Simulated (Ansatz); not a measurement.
## Settings and field gradients in K₂CO₃

Cell: a Materials Project structure (computed, not necessarily an observed phase).

Space group C2/c (No. 15); a = 5.5959, b = 10.0292, c = 6.7060 Å, β = 101.02°.

| site | Wyckoff | site symmetry | x | y | z |
| --- | --- | --- | --- | --- | --- |
| K1 | 4e | 2 | 0.5000 | 0.1655 | 0.7500 |
| K3 | 4a | -1 | 0.0000 | 0.0000 | 0.5000 |
| C | 4e | 2 | 0.5000 | 0.1676 | 0.2500 |
| O7 | 8f | 1 | 0.6724 | 0.8966 | 0.6870 |
| O8 | 4e | 2 | 0.5000 | 0.7031 | 0.7500 |

One atom of each set is listed; the run and its k-mesh use a cell of 12 atoms with edges of 5.74, 5.74, 6.71 Å.

Reference run. All values are calculated (Ansatz; DFT, PBE, plane waves and PAW, scalar-relativistic, 420 eV cutoff, Γ-centred 5×5×4 k-points, Fermi–Dirac smearing 0.02 eV), not measured.

It gives V_zz (10²¹ V/m²) O8 -11.91 (η 0.95), C 2.60 (η 0.01), K1 1.99 (η 0.35), among others. Each of these runs changes the input as listed (caps on SCF iterations aside):

A. scf.convergence.dr2_threshold: not typed → 1e-09; kpoints.mp_grid.grid: [5, 5, 4] → [6, 6, 5]
B. basis.ecutwfc: not typed → 450 eV; scf.initial_density.chi_scale: not typed → 0.1

Question: How does each run end, and how far do the gradients move?

Answer: 

```csv
run,O8 V_zz (η),C V_zz (η),K1 V_zz (η),"largest change of a gradient tensor, all atoms",note
A,-11.91 (0.95),2.60 (0.01),1.99 (0.35),0.00,converged
B,-11.93 (0.95),2.61 (0.01),1.99 (0.35),0.02,converged
```

Run B moves them most, on O7 (V_zz from -11.77 to -11.79).

In run B the shift comes from basis.ecutwfc: the other keys steer the path to self-consistency or leave the density as it is.
